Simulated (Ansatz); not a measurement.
Property card for Sn$_{2}$Se

Level of theory: Ansatz, DFT PBE, scalar-relativistic, plane waves, PAW.

Plane waves to 420 eV, a k mesh through Γ of 12×12×12 on the computed 3-atom cell and Gaussian smearing (0.10 eV); no spin polarisation.

The structure is relaxed at this level of theory with its symmetry kept, and needn't be the ground state of this composition.

```yaml
crystal:
  lattice:
    - [0.00000, 3.58736, 3.58736]
    - [3.58736, 0.00000, 3.58736]
    - [3.58736, 3.58736, 0.00000]
  atoms:
    - { symbol: Sn, position: [0.25000, 0.25000, 0.25000] }
    - { symbol: Sn, position: [0.75000, 0.75000, 0.75000] }
    - { symbol: Se, position: [0.50000, 0.50000, 0.50000] }
```

Q: Formation energy from the elements' standard states (uncorrected)?

A: +0.191 eV/atom.

Q: Kohn–Sham band gap?

A: none (metal).

Q: Density of states at the Fermi level?

A: 3.1 states/eV per cell.

Q: Orbital (Löwdin) character within 0.5 eV of the Fermi level?

A: Sn 5p 72 %, Se 4p 18 %.

Q: Bader charge by site (e)?

A: Sn (2 in the cell) 0.38, Se (1 in the cell) -0.76.

Another cell of Sn2Se relaxed alike, in P4/nmm, lies 0.41 eV/atom lower, so this cell isn't the stable form at this level.

The cell was found from a structure generator's guess, not taken from experiment. Löwdin shares on free-atom orbitals overweight diffuse shells.
